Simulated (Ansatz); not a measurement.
The cell comes from COD entry 2002799, which wasn't checked; take it as a given geometry.

A run of Ansatz 0.2.0 printed the following.

```
Ti: projections on atomic orbitals take those of the free atom 1s2 2s2 2p6 3s2 3p6 3d2 4s2, of charge +0.00 (hamiltonian.pseudopotentials.projection_atoms)
B: projections on atomic orbitals take those of the free atom 1s2 2s2 2p1, of charge +0.00 (hamiltonian.pseudopotentials.projection_atoms)
LAPW: plane waves up to 9.030 Å⁻¹, error target 1.0e-3 eV per atom; small_component_spin mean_spin; B in spheres of 0.874 Å, 5 of its electrons in bands, Dirac shells []; Ti in spheres of 1.240 Å, 18 of its electrons in bands, Dirac shells []
Engine: ansatz 0.2.0
Pseudopotentials: kind: all_electron
Pseudopotential: Ti, LAPW, valence charge 18, Koelling and Harmon's equation, gaussian nucleus
Pseudopotential: B, LAPW, valence charge 5, Koelling and Harmon's equation, gaussian nucleus
Functional definition: PBEsol
  exchange = pbesol_x
  correlation = pbesol_c
Crystal: 3 atoms, lattice volume = 25.655 Å³
Basis set: ecut = 310.6916534520061 eV, 327 PW (Γ), exchange–correlation at level 2
Bands: 18, of which v1, the nominal top of the filled ones, is band 14 counted from 1 (13 counted from 0)
Symmetry: 24 space group operations
Space group: P6/mmm (ITA 191), of the structure as read, at distance tolerance 2.9e-5 Å
k-points: 144 of 2156
Non-local potential: Ti, projectors of the file, none
Non-local potential: B, projectors of the file, none
Initial density: superposition of atomic densities (chi_scale 0.1, normalization cell, long waves kept (reshape's long-wave potential 0.00 eV rms))
Initial wavefunctions: plane waves of lowest kinetic energy (no species holds an atomic orbital)
Functional: x = pbesol(κ = 0.804, μ = 0.12345679012345678), c = pbesol(β = 0.046)
iter 1 solved again at ethr=1.55e-2 eV; its pass at ethr=1.00e-1 eV (dr2=4.34e0 eV) is discarded
SCF iter   1: F=—  HF=-24558.628999 eV  |F-HF|=—  |Δ(HF+E_count)|=         —  Δρ=9.84e-2  dr2=4.34e0  ethr=1.55e-2  ⟨swp⟩=2.0  Hψ=16972  notcnv=0
preconditioner: auto → none  [metal: Δε(μ)=0.028 eV  Ē_g=9.745 eV  σ=0.030 eV  W_gap=0.23  n_scr=8 (ndim 8)  ℏωp=23.2 eV  f_vac=0.000  D(μ)=0.55/eV (n_scr^D=2)  sad-step TF]
iter 2 solved again at ethr=5.15e-4 eV; its pass at ethr=1.55e-2 eV (dr2=1.44e-1 eV) is discarded
SCF iter   2: F=—  HF=-24557.015561 eV  |F-HF|=—  |Δ(HF+E_count)|=    1.61e0  Δρ=2.19e-2  dr2=1.43e-1  ethr=5.15e-4  ⟨swp⟩=2.1  Hψ=13394  notcnv=0
SCF iter   3: F=—  HF=-24556.864383 eV  |F-HF|=—  |Δ(HF+E_count)|=         —  Δρ=8.54e-3  dr2=1.33e-2  ethr=5.11e-4  ⟨swp⟩=3.0  Hψ=8287  notcnv=0
the basis was enlarged: its passes take 54.8 KiB over the memory plan, 1 of 1 planned eigensolver slots
SCF iter   4: F=—  HF=-24556.853044 eV  |F-HF|=—  |Δ(HF+E_count)|=   1.13e-2  Δρ=2.43e-3  dr2=9.15e-4  ethr=4.77e-5  ⟨swp⟩=3.0  Hψ=8108  notcnv=0
SCF iter   5: F=—  HF=-24556.852616 eV  |F-HF|=—  |Δ(HF+E_count)|=   4.27e-4  Δρ=3.67e-4  dr2=2.60e-5  ethr=3.27e-6  ⟨swp⟩=2.7  Hψ=7337  notcnv=0
SCF iter   6: F=—  HF=-24556.852609 eV  |F-HF|=—  |Δ(HF+E_count)|=   7.56e-6  Δρ=3.04e-5  dr2=1.91e-7  ethr=9.27e-8  ⟨swp⟩=2.1  Hψ=7226  notcnv=0
SCF iter   7: F=-24556.852609 eV  HF=-24556.852609 eV  |F-HF|=2.31e-8  |Δ(HF+E_count)|=   1.95e-8  Δρ=6.61e-6  dr2=1.37e-8  ethr=6.83e-10  ⟨swp⟩=2.9  Hψ=7518  notcnv=0
SCF 1 converged in 7 iterations: F = -24556.852609 eV  dr2 = 1.37e-8
NSCF: frozen V_eff on 113 k-points
SCF converged after 7 iterations
Free energy (F): -24556.852609 eV
Harris-Foulkes:  -24556.852609 eV  (|F-HF|=2.31e-8)
Internal energy: -24556.851511 eV  (E = F + TS)
E sigma→0 (E₀):  -24556.852060 eV
Entropy (-TS):   -0.001098 eV (-0.366 meV/atom)
Fermi energy:    15.566532 eV
--- Per-component energies (eV) ---
  E_band       = -3246.238853
  E_kinetic    = 24767.762637
  E_xc         = -1339.734157
  E_electrostatic = -47984.879990  (all electrons and nuclei)
  E_smearing   = -0.001098  (= −TS)
  E_closure    = 0.000000  (closes the sum)
  E_atoms      = -24532.065373  (free atoms, spherical and without spin; not in F)
  Σ components = -24556.852609   (vs F -24556.852609, Δ=0.00e0)
  Basis errors (estimates in eV, not in F): energy 3.9e-4 per atom: plane waves 3.6e-4 (1.9e-4 summed), levels above the bands 8.9e-74, relativity 6.2e-9, radial functions 3.8e-5, core shells 1.6e-7; eigenvalues (radial functions only) 3.5e-6; not estimated: angular momenta, meshes, grids; target (lapw.basis_error) 1.0e-3; muffin-tin radii B 0.874 Å, Ti 1.240 Å
--- Forces (eV/Å), atoms counted from 1 ---
  atom   1  Ti    -0.00000000     0.00000000     0.00000000
  atom   2  B      0.00000000    -0.00000000     0.00000000
  atom   3  B      0.00000000     0.00000000     0.00000000
  max |Σ_I F_I| component: 5.55e-17 eV/Å
--- Stress (GPa, compression-positive) ---
       -4.252985       0.000000       0.000000
        0.000000      -4.252985       0.000000
        0.000000       0.000000      -7.053775
  P = ⅓ Tr σ = -5.1866 GPa (-51.866 kbar)
--- Band table (eV; the first three rows and the last of 144) ---
  k-point 0: bands = ["-422.5742", "-422.5374", "-422.5374", "-156.3298", "-156.3123", "-41.1361", "-17.6043", "-17.2864", "-17.2864", "2.0550", "12.9342", "12.9342", "13.2245", "13.3833", "17.4379", "17.4379", "19.2168", "19.2168"]
  k-point 1: bands = ["-422.5742", "-422.5374", "-422.5374", "-156.3298", "-156.3123", "-41.1349", "-17.6209", "-17.2851", "-17.2851", "2.1659", "12.1333", "13.0215", "13.0215", "14.3606", "17.1589", "17.1589", "19.0242", "19.0242"]
  k-point 2: bands = ["-422.5742", "-422.5374", "-422.5374", "-156.3298", "-156.3123", "-41.1317", "-17.6651", "-17.2816", "-17.2816", "2.4847", "10.9079", "13.2806", "13.2806", "15.2892", "16.5815", "16.5815", "18.4940", "18.4940"]
  k-point 143: bands = ["-422.5742", "-422.5374", "-422.5374", "-156.3218", "-156.3203", "-41.0594", "-17.6978", "-17.5749", "-17.5133", "6.6905", "7.3125", "9.8178", "12.3481", "12.3846", "18.0487", "19.5035", "19.6530", "20.0648"]
--- Löwdin populations: 3 sites ---
  site symbol       q [e]
     0     Ti     21.1336
     1      B      5.4154
     2      B      5.4154
  spilling = 0.001110 (of n_electrons = 32.000000)
```

The cell and starting positions:

```
CELL_PARAMETERS angstrom
3.02920 0.00000 0.00000
-1.51460 2.62336 0.00000
0.00000 0.00000 3.22840
ATOMIC_POSITIONS crystal
Ti 0.00000 0.00000 0.00000
B 0.33333 0.66667 0.50000
B 0.66667 0.33333 0.50000
```

Parts of the input that the log doesn't repeat:

```yaml
  band_path:
    path:
      - [0.0, 0.0, 0.0]
      - [0.5, 0.0, 0.0]
      - [0.3333333333, 0.3333333333, 0.0]
      - [0.0, 0.0, 0.0]
      - [0.0, 0.0, 0.5]
      - [0.5, 0.0, 0.5]
      - [0.3333333333, 0.3333333333, 0.5]
      - [0.0, 0.0, 0.5]
      - [0.5, 0.0, 0.5]
    npoints: 14
output:
  forces: true
  stress: true
  eigenvalues: true
  populations: true
  dos: { projected: true, de: 0.2, e_range: [-14, 8] }
```

Q: Write the input that produced this log.

A: 
```yaml
crystal:
  lattice:
    - [3.0291982016, 0.0, 0.0]
    - [-1.5145991008, 2.6233625957, 0.0]
    - [0.0, 0.0, 3.2284]
  atoms:
    - { symbol: Ti, position: [0.0, 0.0, 0.0] }
    - { symbol: B, position: [0.3333333333, 0.6666666667, 0.5] }
    - { symbol: B, position: [0.6666666667, 0.3333333333, 0.5] }
kpoints:
  mp_grid: { grid: [14, 14, 11] }
  band_path:
    path:
      - [0.0, 0.0, 0.0]
      - [0.5, 0.0, 0.0]
      - [0.3333333333, 0.3333333333, 0.0]
      - [0.0, 0.0, 0.0]
      - [0.0, 0.0, 0.5]
      - [0.5, 0.0, 0.5]
      - [0.3333333333, 0.3333333333, 0.5]
      - [0.0, 0.0, 0.5]
      - [0.5, 0.0, 0.5]
    npoints: 14
scf:
  occupations: { method: fermi_dirac, width: 0.03 }
hamiltonian:
  xc: pbesol
  pseudopotentials: { kind: all_electron, lapw: { basis_error: 0.001 } }
output:
  forces: true
  stress: true
  eigenvalues: true
  populations: true
  dos: { projected: true, de: 0.2, e_range: [-14, 8] }
```
This is the input that was run; digits and keys that the log doesn't show could differ in an equivalent one.
